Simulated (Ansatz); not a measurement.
Space group P-43m (No. 215). a = 3.970 Å, b = 3.970 Å, c = 3.970 Å, α = 90.00°, β = 90.00°, γ = 90.00°
```csv
atom,site,symmetry,x,y,z
H,4e,.3m,0.1523,0.1523,0.1523
Br,1b,-43m,0.5000,0.5000,0.5000
N,1a,-43m,0.0000,0.0000,0.0000
```

Equation of state of this H$_{4}$BrN structure (not necessarily the ground state), with shape and atoms relaxed at each volume where symmetry leaves them free. Computed with Ansatz, DFT PBEsol, scalar-relativistic, plane waves, PAW.

Settings: cutoff 420 eV, Γ-centred mesh 6×6×6 on the computed 6-atom cell, Gaussian smearing of 0.02 eV; no spin polarisation.

| V (Å³/atom) | E − E(largest V) (meV/atom) | P (GPa) | gap on mesh (eV) |
| --- | --- | --- | --- |
| 9.805 | 0.31 | 1.63 | 4.46 |
| 10.118 | -1.93 | 0.72 | 4.31 |
| 10.431 | -2.54 | -0.04 | 4.17 |
| 10.744 | -1.83 | -0.67 | 4.04 |
| 11.057 | 0.00 | -1.18 | 3.93 |

Question: Fit a third-order Birch–Murnaghan equation to E(V).

Answer: V0 = 10.41 Å³/atom, B0 = 23 GPa, B0' = 5.4.

The gaps are read on the mesh, which can miss the band edges, so they can be too wide.

Cost: 5 runs of about 0.67 core-minutes in all, on Arm Neoverse V2 (shared hosts).